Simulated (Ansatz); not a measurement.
Sc (P6_3/mmc): elastic constants by finite strains

Computed with PBEsol, PAW on Ansatz 0.2.0's default frozen-core files (fitted under PBE), scalar-relativistic; not a measurement.

Cell and atoms were relaxed beforehand by PAW with this functional.

Command:

```sh
ansatz run input.yaml --threads 1 --pin off --max-ram 2560MiB --backend cpu --events-out ev --progress --plain --runs-dir out
```

Input file:

```yaml
crystal:
  lattice:
    - [3.27530413651, 0.0, 0.0]
    - [-1.63765206826, 2.83649658734, 0.0]
    - [0.0, 0.0, 5.10589256257]
  atoms:
    - { symbol: Sc, position: [0.333333333333, 0.666666666667, 0.25] }
    - { symbol: Sc, position: [0.666666666667, 0.333333333333, 0.75] }
kpoints:
  mp_grid: { grid: [14, 14, 8] }
scf:
  occupations: { method: fermi_dirac, width: 0.1 }
hamiltonian:
  xc: pbesol
  pseudopotentials: { kind: paw }
elastic:
  mode: relaxed_ion
  stencil: two_point
  amplitude: 0.005
```

The program printed:

```
Warning: RAYON_NUM_THREADS=1 ignored (pool sized by the plan → 1); use --threads N
Engine: ansatz 0.2.0, aarch64-unknown-linux-gnu
Pseudopotentials: kind: paw
Pseudopotential: Sc, paw, valence charge 11, recommended cutoff 420 eV (normal), Sc.paw.azcp
Functional definition: PBEsol
  exchange = pbesol_x
  correlation = pbesol_c
Crystal: 2 atoms, lattice volume = 47.436 Å³
Basis set: ecut = 420 eV, 953 PW (Γ), exchange–correlation on 48×48×72 points (8 copies of the dense FFT grid, shifted against one another)
Bands: 15, of which v1, the nominal top of the filled ones, is band 11 counted from 1 (10 counted from 0)
Symmetry: 24 space group operations
Space group: P63/mmc (ITA 194), of the structure as read, at distance tolerance 3.6e-5 Å
k-points: 120 of 1568
Non-local potential: Sc, projectors of the file, l = 0: 3, l = 1: 2, l = 2: 3, l = 3: 1
PAW form: soft (Blöchl's): semilocal exchange-correlation on the pseudo side does not see the compensation charge
PAW frozen core: Sc, regenerated for the run's functional, and the local potential with it (the file was generated under x = pbe(κ = 0.804, μ = 0.2195149727645171), c = pbe(β = 0.06672455060314922))
[... 194 lines left out ...]
  moduli (Voigt/Reuss/Hill, GPa): K = 56.65/56.57/56.61   G = 33.57/33.40/33.48   E = 83.90   ν = 0.253
  mechanically stable: yes (min eigenvalue of sym C = 32.14 GPa)
  the stresses are not corrected for the forces that the relaxations left standing (`elastic.f_tol`)
  strain η (Voigt 11):  stress-route row diagonal C_11 = 104.13 GPa, energy-path curvature d²(F+E_count+ΔE)/dδ²/Ω₀ = 104.14 GPa
         δ    σ_11 (GPa)             F (eV)   n_scf  n_hpsi   n_pw
    -5.000e-3      -0.5303       -4222.8004736      11   86614    954   relax 3 steps, max|allowed force component| 8.43e-6 eV/Å
     5.000e-3       0.5110       -4222.8004875      10   82520    958   relax 2 steps, max|allowed force component| 1.43e-5 eV/Å
  strain η (Voigt 33):  stress-route row diagonal C_33 = 103.65 GPa, energy-path curvature d²(F+E_count+ΔE)/dδ²/Ω₀ = 103.65 GPa
         δ    σ_33 (GPa)             F (eV)   n_scf  n_hpsi   n_pw
    -5.000e-3      -0.5110       -4222.8004984       6   32743    953   relax 0 steps, max|allowed force component| 7.40e-17 eV/Å
     5.000e-3       0.5254       -4222.8004649       5   26147    954   relax 0 steps, max|allowed force component| 1.02e-16 eV/Å
  strain η (Voigt 23):  stress-route row diagonal C_44 = 32.14 GPa, energy-path curvature d²(F+E_count+ΔE)/dδ²/Ω₀ = 32.15 GPa
         δ    σ_23 (GPa)             F (eV)   n_scf  n_hpsi   n_pw
    -5.000e-3      -0.1607       -4222.8007472      11  131040    954   relax 2 steps, max|allowed force component| 4.63e-5 eV/Å
     5.000e-3       0.1607       -4222.8007472      11  131079    954   relax 2 steps, max|allowed force component| 4.63e-5 eV/Å
```

The run converged.

### Elastic constants

Elastic constants of a crystal by Kohn-Sham DFT: slopes of the stress over finite engineering strains of the given cell, Voigt indices, Cartesian axes as in the input.

- Pressure at rest: -0.003 GPa
- Least elastic eigenvalue: 32.14 GPa
- Elastically stable: yes

| index | elastic (GPa) |
| --- | --- |
| 11 | 104.1 |
| 12 | 38.99 |
| 13 | 30 |
| 33 | 103.7 |
| 44 | 32.14 |

### Strained cells

Stress of each strained cell less that at rest, tension positive.

```tsv
strain component	strain	stress xx (GPa)	stress yy (GPa)	stress zz (GPa)	stress yz (GPa)	stress xz (GPa)	stress xy (GPa)	relaxation steps
xx	-0.005	-0.5278	-0.1966	-0.1518	0	0	0	3
xx	0.005	0.5135	0.1933	0.1481	0	0	0	2
zz	-0.005	-0.1516	-0.1516	-0.5247	0	0	0	0
zz	0.005	0.1484	0.1484	0.5117	0	0	0	0
yz	-0.005	-0.0007	0.0009	-0.0016	-0.1607	0	0	2
yz	0.005	-0.0007	0.0009	-0.0016	0.1607	0	0	2
```

**Elastic moduli**

Hill averages of a grain aggregate, Debye temperature from the mean sound speed over directions.

| Quantity | Value |
| --- | --- |
| Bulk modulus | 56.61 GPa |
| Shear modulus | 33.48 GPa |
| Young modulus | 83.9 GPa |
| Poisson ratio | 0.253 |
| Bulk over shear modulus | 1.691 |
| Elastic anisotropy index | 0.0266 |
| Least young modulus | 81.21 GPa |
| Largest young modulus | 91.07 GPa |
| Longitudinal sound speed | 5672 m/s |
| Transverse sound speed | 3262 m/s |
| Elastic debye temperature | 375.2 K |
| Linear compressibility (x, y, z) | 5.65, 5.65, 6.378 1/TPa |

Caveats: frozen-core PAW files fitted under PBE, their cores solved anew for the functional of the run; responses of metals move with mesh and smearing; elastic stability says nothing of phonons or of other phases.

Cost: 3 min on 1 thread of Arm Neoverse V1, with other jobs on the host, peak memory 0.55 GiB.
